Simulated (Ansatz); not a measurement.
Rb: clamped-ion strain scan

These are results of DFT PBEsol, scalar-relativistic, plane waves, PAW (Ansatz 0.2.0), not measurements. The runs took a 420 eV cutoff, a Γ-centred 12×12×6 mesh and Gaussian smearing (0.15 eV). No spin polarisation. Energies are free energies at this smearing, counted from the undisturbed cell; pressure is positive in compression.

The starting cell (as given, not relaxed at this level; it stands at -0.2 GPa; this form isn't the usual structure):

```
Rb
1.0
     2.53818   -4.44472    0.00000
     2.53818    4.44472    0.00000
     0.00000    0.00000    8.44800
Rb
2
Direct
  0.83971 0.16029 0.75000
  0.16029 0.83971 0.25000
```

The cell is strained by ε times the Voigt pattern (0, 0, 0, 0, 0, 1) (xx, yy, zz, yz, xz, xy; engineering shear) with fractional coordinates fixed. The cell is metallic on the mesh throughout.

| ε | ΔE (meV/atom) |
| --- | --- |
| -0.0400 | 0.5 |
| -0.0200 | 0.1 |
| 0.0000 | 0.0 |
| 0.0100 | 0.0 |
| 0.0300 | 0.3 |